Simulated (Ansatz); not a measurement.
# Ti$_{2}$C: pressure against volume

Ti$_{2}$C, Fd-3m, a = 8.549 Å. The structure is a Materials Project entry; whether it is the stable form wasn't checked. Ansatz: PBEsol, PAW, 420 eV, Γ-centred 8×8×8 mesh on 12 atoms, Gaussian smearing 0.10 eV; no spin polarisation. Shape and atoms are relaxed at each volume; pressure is positive in compression.

| V (Å³/atom) | P (GPa) |
| --- | --- |
| 11.455 | ? |
| 11.846 | 17.05 |
| 12.236 | 10.53 |
| 12.627 | 4.85 |
| 13.017 | -0.03 |
| 13.408 | -4.18 |
| 13.799 | -7.71 |
| 14.319 | -11.59 |

Task: Take V0 = 13.017 Å³/atom, count pressures from its P0 = -0.03 GPa, fit the third-order Birch–Murnaghan form to the other rows, and predict the missing pressure.

Result: With the Eulerian strain f = ½[(V0/V)^(2/3) − 1] and y = (P − P0)/[3f(1 + 2f)^(5/2)], the form is the line y = B0 + 1.5 B0 (B0′ − 4) f. Rows (f, y): 0.03243, 150.0; 0.02106, 150.8; 0.01024, 151.0; -0.00977, 148.8; -0.01907, 147.9; -0.03079, 146.7. Means f = 0.0006833, y = 149.20; Σ(Δf)² = 0.003004, ΣΔfΔy = 0.1837; the slope is their ratio. y = 149.2 + 61.16 f GPa, so B0 = 149.2 GPa and B0′ = 4 + 2 × (61.16)/(3 × 149.2) = 4.27. At V = 11.455, f = 0.04448, y = 151.92 and P = 25.06 GPa. The run gave 24.63 GPa, so the fit is 0.43 GPa too high, 1.2 % of the span of the series, against an rms of 0.06 GPa on the fitted rows. The row lies outside the fitted range. The points of y bend away from a line: a fourth-order term fitted to them gives P = 24.64 GPa at this row's volume (the line 25.06, the run 24.63).